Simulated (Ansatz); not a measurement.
# Al4Ru3 under compression: one row to predict

The cell was found from a proposed guess, not taken from experiment.

The calculation used Ansatz 0.2.0, DFT PBE, scalar-relativistic, plane waves, PAW. Settings of the last relaxation (7-atom cell): 420 eV, 14×14×14 k points, Gaussian smearing of 0.10 eV, no spin polarisation.

Space group I4/mmm (No. 139). a = 3.074 Å, b = 3.074 Å, c = 20.365 Å, α = 90.00°, β = 90.00°, γ = 90.00°
| atom | site | symmetry | x | y | z |
| --- | --- | --- | --- | --- | --- |
| Al | 4e | 4mm | 0.0000 | 0.0000 | 0.2897 |
| Al | 4e | 4mm | 0.0000 | 0.0000 | 0.4285 |
| Ru | 4e | 4mm | 0.5000 | 0.5000 | 0.3522 |
| Ru | 2a | 4/mmm | 0.0000 | 0.0000 | 0.0000 |

The cell was set to several volumes, with shape and atoms relaxed at each where symmetry leaves them free. Pressure is positive in compression, and energies count from the lowest row. No row has a gap on its mesh.

```
row  V (Å³/atom)  P (GPa)  ΔE (meV/atom)
  1       12.098    31.16          142.7
  2       12.511    21.36           75.5
  3       12.923        ?              ?
  4       13.336     5.98            7.4
  5       13.748    -0.01            0.0
  6       14.161    -5.07            6.8
  7       14.573    -9.35           25.5
```

Problem. Find B = −V·ΔP/ΔV from rows 4 and 6 and from rows 1 and 2, and from the two its slope B′ and its value B0 at zero pressure.

Solution. Rows 4 and 6 give −(13.336 + 14.161)/2 × (-5.07 − (5.98))/(14.161 − 13.336) = 184.1 GPa at a mean pressure of 0.46 GPa. Rows 1 and 2 give −(12.098 + 12.511)/2 × (21.36 − (31.16))/(12.511 − 12.098) = 292.0 GPa at a mean pressure of 26.26 GPa. So B′ = (292.0 − 184.1)/(26.26 − (0.46)) = 4.18 and B0 = 184.1 − 4.18 × (0.46) = 182.2 GPa. A third-order Birch–Murnaghan fit to all the energies gives B0 = 183.4 GPa and B′ = 4.5.

Problem. Estimate the pressure and energy of row 3.

Solution. From row 5, V0 = 13.748 × (1 + (-0.01)/182.2) = 13.747 Å³/atom. Murnaghan's form P = (B0/B′)·[(V0/V)^B′ − 1] gives (182.2/4.18) × [(13.747/12.923)^4.18 − 1] = 12.85 GPa; the computed pressure is 13.04 GPa, so the estimate is off by -0.19 GPa. The work of compression from row 4, with the mean of the two pressures, gives ΔE = 7.4 + (12.85 + 5.98)/2 × (13.336 − 12.923)/160.2 × 1000 = 31.7 meV/atom (1 eV/Å³ = 160.2 GPa); the computed value is 31.6 meV/atom.

All volumes keep the k mesh of the relaxed cell. A later test with randomly moved atoms came back to the same energy, though modes that don't fit the test's cell weren't probed.
